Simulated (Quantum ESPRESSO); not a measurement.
**Kohn-Sham bands of NaAsF6 (R-3)**

```xyz
8
Lattice="-2.5483 4.4138 0.0000 -5.0966 0.0000 0.0000 -2.5483 1.4713 4.7073" Properties=species:S:1:pos:R:3 pbc="T T T"
Na    -5.0966     2.9425     2.3536
As     0.0000     0.0000     0.0000
F      0.6933     1.2420     1.0083
F     -0.6933    -1.2420    -1.0083
F     -1.4223    -0.0206     1.0083
F      1.4223     0.0206    -1.0083
F      0.7289    -1.2214     1.0083
F     -0.7289     1.2214    -1.0083
```

Structure: Materials Project mp-1079088, symmetrised, not relaxed again. Not found in the COD (Crystallography Open Database) copy used; not checked further. Level: PBEsol, no spin polarisation, no spin-orbit coupling; pw.x of Quantum ESPRESSO at 71 Ry with PseudoDojo potentials, 4×4×4 k-points, Wannier90. Density: 8×8×8 mesh, cold smearing 0.01 Ry. Spin-orbit coupling, left out, would split the p-like bands by a few tenths of an eV.

Energies are relative to the valence-band maximum; weights are on the orthonormalised atomic waves of the pseudopotential files, averaged over the group. 66 electrons a cell are treated as valence.

Task: Into which isolated groups do the bands fall, where do they lie and what are they made of?

Result: 
| bands | from (eV) | to (eV) | filling | weight on atomic waves |
|---|---|---|---|---|
| 1 | -46.23 | -46.23 | filled | Na 2s 100 % |
| 2–6 | -35.05 | -34.90 | filled | As 3d 99 % |
| 7 | -22.23 | -22.13 | filled | F 2s 73 %, As 4s 19 %, F 2p 5 % |
| 8–10 | -20.65 | -20.52 | filled | F 2s 83 %, As 4p 14 % |
| 11–12 | -19.81 | -19.71 | filled | F 2s 96 % |
| 13–15 | -18.32 | -18.25 | filled | Na 2p 97 % |
| 16 | -8.42 | -8.23 | filled | F 2p 50 %, As 4s 29 %, F 2s 20 % |
| 17–19 | -4.67 | -4.38 | filled | F 2p 77 %, As 4p 14 %, F 2s 6 % |
| 20–24 | -2.54 | -1.64 | filled | F 2p 98 % |
| 25–33 | -1.42 | 0.00 | filled | F 2p 99 % |
| 34 | 5.61 | 6.53 | empty | As 4s 46 %, F 2p 42 %, F 2s 5 % |

The Kohn-Sham gap over both meshes and the path is 5.61 eV.
